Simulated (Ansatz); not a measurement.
Geometry optimisation in Ansatz: input, command and trajectory.

```yaml
crystal:
  lattice:
    - [6.2013775013, 0.0, 0.0]
    - [0.0, 6.5921377781, 0.0]
    - [0.0, 0.0, 4.1225880004]
  atoms:
    - { symbol: "Y", position: [0.3696939278, 0.25, 0.0650523332] }
    - { symbol: "Y", position: [0.1303060722, 0.75, 0.5650523332] }
    - { symbol: "Y", position: [0.8696939278, 0.25, 0.4349476668] }
    - { symbol: "Y", position: [0.6303060722, 0.75, 0.9349476668] }
    - { symbol: F, position: [0.519938765, 0.25, 0.5779387316] }
    - { symbol: F, position: [0.980061235, 0.75, 0.0779387316] }
    - { symbol: F, position: [0.019938765, 0.25, 0.9220612684] }
    - { symbol: F, position: [0.480061235, 0.75, 0.4220612684] }
    - { symbol: F, position: [0.1695959565, 0.0641192361, 0.3961663997] }
    - { symbol: F, position: [0.3304040435, 0.9358807639, 0.8961663997] }
    - { symbol: F, position: [0.6695959565, 0.4358807639, 0.1038336003] }
    - { symbol: F, position: [0.8304040435, 0.5641192361, 0.6038336003] }
    - { symbol: F, position: [0.8304040435, 0.9358807639, 0.6038336003] }
    - { symbol: F, position: [0.6695959565, 0.0641192361, 0.1038336003] }
    - { symbol: F, position: [0.3304040435, 0.5641192361, 0.8961663997] }
    - { symbol: F, position: [0.1695959565, 0.4358807639, 0.3961663997] }
basis:
  ecutwfc: 500
kpoints:
  mp_grid: { grid: [4, 4, 6] }
hamiltonian:
  xc: r2scan
scf:
  occupations: { method: gaussian, width: 0.02 }
output:
  forces: true
  stress: true
  eigenvalues: true
relax:
  adjacent_minimum: "off"
  f_tol: 0.01
  max_steps: 30
  cell: { stress_tol: 0.1, fix: [volume] }
```

```bash
ansatz run input.yaml --threads 4 --pin off --max-ram 10240MiB --backend cpu --events-out ev --progress --plain --runs-dir out
```

These are results of DFT r2SCAN, scalar-relativistic, plane waves, PAW (Ansatz), not measurements.

The volume is held at 0.88 times that of the relaxed cell.

Of 5 frames 4 are shown, positions in Å and forces in eV/Å; the SCF threshold varies from step to step. Steps run on the plane waves of an earlier cell, with a Pulay correction in the pressure. The basis is chosen afresh for the last frame, the zero of the energies, and at times for earlier ones too; energy and pressure can step there, also at an unchanged geometry. Where two frames share a geometry here, they differ by under 2 meV/atom and 0.3 GPa.

```xyz
16
Lattice="6.2014 0.0000 0.0000 0.0000 6.5921 0.0000 0.0000 0.0000 4.1226" Properties=species:S:1:pos:R:3:forces:R:3 pbc="T T T" step=1 free_energy_over_end_meV_per_atom=0.53 pressure_GPa=22.14
Y     2.2926    1.6480    0.2682    0.0003    0.0000   -0.0275
Y     0.8081    4.9441    2.3295   -0.0003    0.0000   -0.0275
Y     5.3933    1.6480    1.7931    0.0003    0.0000    0.0275
Y     3.9088    4.9441    3.8544   -0.0003    0.0000    0.0275
F     3.2243    1.6480    2.3826   -0.0402    0.0000   -0.0003
F     6.0777    4.9441    0.3213    0.0402    0.0000   -0.0003
F     0.1236    1.6480    3.8013   -0.0402    0.0000    0.0003
F     2.9770    4.9441    1.7400    0.0402    0.0000    0.0003
F     1.0517    0.4227    1.6332    0.0774   -0.0304    0.0382
F     2.0490    6.1695    3.6945   -0.0774    0.0304    0.0382
F     4.1524    2.8734    0.4281    0.0774    0.0304   -0.0382
F     5.1496    3.7188    2.4894   -0.0774   -0.0304   -0.0382
F     5.1496    6.1695    2.4894   -0.0774    0.0304   -0.0382
F     4.1524    0.4227    0.4281    0.0774   -0.0304   -0.0382
F     2.0490    3.7188    3.6945   -0.0774   -0.0304    0.0382
F     1.0517    2.8734    1.6332    0.0774    0.0304    0.0382
16
Lattice="6.2027 0.0000 0.0000 0.0000 6.5968 0.0000 0.0000 0.0000 4.1188" Properties=species:S:1:pos:R:3:forces:R:3 pbc="T T T" step=2 free_energy_over_end_meV_per_atom=0.17 pressure_GPa=21.87
Y     2.2974    1.6492    0.2679    0.0016    0.0000   -0.0197
Y     0.8039    4.9476    2.3273   -0.0016    0.0000   -0.0197
Y     5.3988    1.6492    1.7915    0.0016    0.0000    0.0197
Y     3.9053    4.9476    3.8509   -0.0016    0.0000    0.0197
F     3.2269    1.6492    2.3788   -0.0033    0.0000   -0.0281
F     6.0772    4.9476    0.3194    0.0033    0.0000   -0.0281
F     0.1255    1.6492    3.7994   -0.0033    0.0000    0.0281
F     2.9759    4.9476    1.7400    0.0033    0.0000    0.0281
F     1.0622    0.4231    1.6411   -0.0017   -0.0005    0.0230
F     2.0392    6.1736    3.7005    0.0017    0.0005    0.0230
F     4.1636    2.8752    0.4184   -0.0017    0.0005   -0.0230
F     5.1405    3.7215    2.4778    0.0017   -0.0005   -0.0230
F     5.1405    6.1736    2.4778    0.0017    0.0005   -0.0230
F     4.1636    0.4231    0.4184   -0.0017   -0.0005   -0.0230
F     2.0392    3.7215    3.7005    0.0017   -0.0005    0.0230
F     1.0622    2.8752    1.6411   -0.0017    0.0005    0.0230
16
Lattice="6.2124 0.0000 0.0000 0.0000 6.5967 0.0000 0.0000 0.0000 4.1124" Properties=species:S:1:pos:R:3:forces:R:3 pbc="T T T" step=3 free_energy_over_end_meV_per_atom=0.05 pressure_GPa=21.73
Y     2.3004    1.6492    0.2648   -0.0048    0.0000   -0.0035
Y     0.8058    4.9475    2.3210    0.0048    0.0000   -0.0035
Y     5.4066    1.6492    1.7914   -0.0048    0.0000    0.0035
Y     3.9120    4.9475    3.8477    0.0048    0.0000    0.0035
F     3.2315    1.6492    2.3688    0.0008    0.0000   -0.0082
F     6.0872    4.9475    0.3126   -0.0008    0.0000   -0.0082
F     0.1253    1.6492    3.7998    0.0008    0.0000    0.0082
F     2.9810    4.9475    1.7436   -0.0008    0.0000    0.0082
F     1.0657    0.4257    1.6468   -0.0117    0.0055    0.0121
F     2.0405    6.1710    3.7030    0.0117   -0.0055    0.0121
F     4.1720    2.8726    0.4094   -0.0117   -0.0055   -0.0121
F     5.1467    3.7240    2.4656    0.0117    0.0055   -0.0121
F     5.1467    6.1710    2.4656    0.0117   -0.0055   -0.0121
F     4.1720    0.4257    0.4094   -0.0117    0.0055   -0.0121
F     2.0405    3.7240    3.7030    0.0117    0.0055    0.0121
F     1.0657    2.8726    1.6468   -0.0117   -0.0055    0.0121
16
Lattice="6.2210 0.0000 0.0000 0.0000 6.6008 0.0000 0.0000 0.0000 4.1042" Properties=species:S:1:pos:R:3:forces:R:3 pbc="T T T" step=5 free_energy_over_end_meV_per_atom=0.00 pressure_GPa=21.65
Y     2.2987    1.6502    0.2631    0.0074    0.0000   -0.0044
Y     0.8118    4.9506    2.3152   -0.0074    0.0000   -0.0044
Y     5.4093    1.6502    1.7890    0.0074    0.0000    0.0044
Y     3.9223    4.9506    3.8411   -0.0074    0.0000    0.0044
F     3.2334    1.6502    2.3603   -0.0010    0.0000   -0.0045
F     6.0981    4.9506    0.3082    0.0010    0.0000   -0.0045
F     0.1229    1.6502    3.7960   -0.0010    0.0000    0.0045
F     2.9876    4.9506    1.7439    0.0010    0.0000    0.0045
F     1.0651    0.4293    1.6513    0.0000   -0.0001    0.0005
F     2.0454    6.1715    3.7034    0.0000    0.0001    0.0005
F     4.1756    2.8711    0.4008    0.0000    0.0001   -0.0005
F     5.1559    3.7296    2.4529    0.0000   -0.0001   -0.0005
F     5.1559    6.1715    2.4529    0.0000    0.0001   -0.0005
F     4.1756    0.4293    0.4008    0.0000   -0.0001   -0.0005
F     2.0454    3.7296    3.7034    0.0000   -0.0001    0.0005
F     1.0651    2.8711    1.6513    0.0000    0.0001    0.0005
```

It took 42 s on 4 threads of Oxide Virtual Turin-like Processor (Zen 5) (shared host), peak memory 1.3 GiB.